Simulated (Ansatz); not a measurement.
Re (dhcp (α-La type), P6_3/mmc) under volume change, PBE (plane waves, PAW; program Ansatz), shape and atoms relaxed at each volume.

```csv
V (Å³/atom),E − E(relaxed) (meV/atom),P (GPa)
13.595,163.3,42.36
14.043,68.5,25.89
14.491,16.2,11.89
14.940,0.0,0.00
15.388,14.5,-10.08
15.836,55.0,-18.62
16.284,117.4,-25.84
```

### Question
What does a third-order Birch–Murnaghan fit give for V₀, B₀ and B′?

### Answer
V₀ = 14.94 Å³/atom, B₀ = 364 GPa, B′ = 4.5.

The cell is a constructed one: a structure type filled with these elements. Its sites differ from those of the usual phase in this space group: another stacking or structure type. The cell was relaxed with PBE under the symmetry of its start; of distortions, only those at the zone centre were tested. The run is not spin-polarised. Spin–orbit coupling is left out wherever it is not named.

Potentials: the later of the program's two PAW sets.
